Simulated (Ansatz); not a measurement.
**MoSi2**

Computed with Ansatz (plane waves, PAW, 500 eV cutoff): r²SCAN, scalar-relativistic, no spin polarisation, Γ-centred 14×14×14 mesh, 0.05 eV Gaussian smearing. The datasets are Ansatz's generated set soft_2.

```xyz
3
Lattice="-1.6010 1.6010 3.9084 1.6010 -1.6010 3.9084 1.6010 1.6010 -3.9084" Properties=species:S:1:pos:R:3 pbc="T T T"
Si    0.0000    0.0000    2.6208
Si    0.0000    0.0000    5.1960
Mo    0.0000    0.0000    0.0000
```

The chain of runs began from a cell as deposited in COD, expanded in volume.

The run above is the reference. The same cell was run again with other input settings; several of them aren't fit for production, so the rows show the settings' effect and aren't properties of the material.

```tsv
keys changed	outcome	ΔE (meV/atom)	P (GPa)	gap on the mesh (eV)	cell moment (μB)	largest force component (eV/Å)	SCF iterations	rough core-seconds	new warnings
none (reference)	converged	0.0	0.0	metal	–	0.002	–	–	–
basis.ecutwfc: 500 → "300 eV"; hamiltonian.pseudopotentials: {"kind": "paw", "source": "jth"}	converged	–	0.6	metal	–	0.010	8	13	cutoff below recommended; radial quadrature taken
kpoints.mp_grid.grid: [14, 14, 14] → [7, 7, 7]	converged	-0.8	0.0	metal	–	0.003	7	5	–
scf.mixing.preconditioner: "kerker"	converged	0.0	0.0	metal	–	0.002	7	19	–
crystal.symmetry: {"detect": false}	converged	0.0	0.0	metal	–	0.002	7	170	–
```

These changes also left energy (to 0.1 meV/atom), pressure, gap, moment and forces as in the reference: scf.algorithm: "direct_min" | scf.algorithm: "direct_min"; scf.mixing.preconditioner: "resta".

ΔE is the energy with the smearing extrapolated to zero. It is left out where the change alters the Hamiltonian or the spin treatment. The varied runs start from atomic densities (corrected by the program's trained start where that serves), with the default search for lower states unless a row changes it.

(1) What happens with these changes: hamiltonian.pseudopotentials: {"kind": "nc", "accuracy": "standard"}?

Answer:

(1) outcome converged, P (GPa) 2.1, gap on the mesh (eV) metal, largest force component (eV/Å) 0.035, SCF iterations 7, rough core-seconds 20, new warnings cutoff below recommended; pbe made norm conserving files.

Changing scf.mixing.preconditioner only steers the path to self-consistency, so the energy stays within 0.5 meV/atom.

Changing scf.algorithm only steers the path to self-consistency, so the energy stays within 0.5 meV/atom.

Other pseudopotential files need their own cutoff; where it is too low, pressure and moments show the cutoff and not the files.

2 further runs (cut off, refused for memory, with changed atoms or starts, or in doubt) are left out.
